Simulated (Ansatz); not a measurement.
FeBiO$_{3}$:
```cif
data_Bi2Fe2O6
_chemical_formula_sum 'Bi2 Fe2 O6'
_space_group_name_H-M_alt 'P 1'
_space_group_IT_number 1
_cell_length_a 5.99640
_cell_length_b 5.99640
_cell_length_c 5.99640
_cell_angle_alpha 128.505
_cell_angle_beta 128.505
_cell_angle_gamma 75.808
loop_
_space_group_symop_operation_xyz
  'x, y, z'
loop_
_atom_site_label
_atom_site_type_symbol
_atom_site_fract_x
_atom_site_fract_y
_atom_site_fract_z
_atom_site_occupancy
Bi1 Bi 0.57799 0.07799 0.50000 1
Fe1 Fe 0.29471 0.29471 0.00000 1
O1 O 0.47561 0.47561 0.50000 1
O2 O 0.97561 0.47561 0.00000 1
O3 O 0.98928 0.98928 0.00000 1
Bi2 Bi 0.07799 0.57799 0.50000 1
Fe2 Fe 0.79471 0.79471 0.00000 1
O4 O 0.97561 0.97561 0.50000 1
O5 O 0.47561 0.97561 0.00000 1
O6 O 0.48928 0.48928 0.00000 1
```
The run is spin-polarised; directions of the spins, atom by atom: 0 ↑ 0 0 ↓ 0 ↓ 0 0 ↑.

Relaxed with PBEsol.

Question: Which orbitals make up the states near the band edges in the program Ansatz at the PBEsol level (PAW)?

Answer: Top 1 eV of the valence band: O 2p 50 %, Fe 3d 44 %. Bottom 1 eV of the conduction band: Fe 3d 78 %, O 2p 12 %, Bi 6p 7 %. Projections are on Löwdin-orthogonalised atomic valence shells; empty p or d shells of many metals are not among them.

Question: Tabulate the density of states.

Answer: States/eV per cell of 10 atoms, in 0.25 eV bins, energy from the valence-band maximum.

```tsv
E (eV)	total	O 2p	Fe 3d	Bi 6p
-7.89	0.00	0.00	0.00	0.00
-7.64	0.00	0.00	0.00	0.00
-7.39	0.00	0.00	0.00	0.00
-7.14	0.13	0.11	0.00	0.00
-6.89	1.56	1.23	0.07	0.03
-6.64	6.93	4.48	1.37	0.63
-6.39	7.66	5.16	1.29	0.87
-6.14	9.70	6.14	2.10	1.09
-5.89	8.44	5.07	2.10	0.96
-5.64	5.22	3.08	1.49	0.44
-5.39	5.50	3.07	1.63	0.42
-5.14	3.98	2.06	1.37	0.29
-4.89	9.62	5.33	2.95	0.77
-4.64	4.95	2.75	1.45	0.43
-4.39	5.98	3.72	1.44	0.43
-4.14	7.05	4.99	1.22	0.41
-3.89	6.68	4.68	1.34	0.38
-3.64	10.34	7.11	2.17	0.54
-3.39	8.92	6.00	2.10	0.37
-3.14	12.36	8.47	2.89	0.38
-2.89	8.69	6.57	1.28	0.49
-2.64	8.45	5.97	1.67	0.50
-2.39	7.58	5.25	1.64	0.37
-2.14	6.60	4.38	1.72	0.18
-1.89	5.14	3.45	1.24	0.14
-1.64	6.03	3.19	2.42	0.19
-1.39	6.02	3.10	2.34	0.23
-1.14	4.23	2.46	1.35	0.11
-0.89	3.57	1.87	1.38	0.07
-0.64	3.78	1.85	1.65	0.06
-0.39	5.59	2.72	2.54	0.07
-0.14	3.26	1.59	1.50	0.02
0.11	0.02	0.01	0.01	0.00
0.36	0.09	0.00	0.08	0.01
0.61	2.52	0.13	2.12	0.23
0.86	5.46	0.42	4.62	0.35
1.11	0.17	0.02	0.04	0.08
1.36	11.30	2.02	8.24	0.62
1.61	5.98	1.32	4.01	0.44
1.86	3.95	0.72	2.36	0.49
2.11	4.35	0.95	2.60	0.42
2.36	2.55	0.63	1.28	0.41
2.61	3.66	0.97	1.86	0.57
2.86	6.12	1.60	1.72	2.13
3.11	2.88	0.65	0.28	1.51
3.36	3.14	0.83	0.39	1.53
3.61	1.92	0.50	0.12	1.06
3.86	4.56	1.15	0.14	2.77
4.11	7.51	1.78	0.17	4.66
4.36	3.60	0.93	0.08	2.21
4.61	4.14	1.02	0.06	2.78
4.86	7.04	1.66	0.07	4.94
5.11	4.96	1.25	0.07	3.39
```

Space group P4mm. The start of the workflow was typed in or built on a structure type; the Crystallography Open Database copy checked does not list it. It is not the phase usual at ambient conditions (space group No. 161). The PBEsol relaxation kept the symmetry of its start, as lowered by the spin order; whether a distortion lowers the energy is not shown. Magnetic state: antiferromagnetic, chosen from 5 collinear starts compared on coarse meshes (ties went to the first, and starts can fall back to one state), not a proven ground state. No Hubbard U is applied. Spin–orbit coupling is left out wherever it is not named.

Potentials: the earlier of the program's two PAW sets. The files were generated under PBE; for other functionals the program regenerates the frozen cores, and for LDA and PBEsol the local potential too.
